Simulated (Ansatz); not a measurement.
GaAs:
```
CELL_PARAMETERS angstrom
      0.00000     2.84135     2.84135
      2.84135     0.00000     2.84135
      2.84135     2.84135     0.00000
ATOMIC_POSITIONS crystal
  Ga 0.00000 0.00000 0.00000
  As 0.75000 0.75000 0.75000
```

Relaxed with HSE06.

Question: Give the Bader charges and basin volumes of the independent atoms, HSE06 in the plane-wave PAW code Ansatz.

Answer: 

| atom | Bader charge (e) | Bader volume (Å³) |
|---|---|---|
| Ga1 | +0.82 | 16.4 |
| As2 | -0.82 | 29.4 |

Space group F-43m (zinc blende). The HSE06 relaxation kept the symmetry of its start.

Potentials: the earlier of the program's two PAW sets.
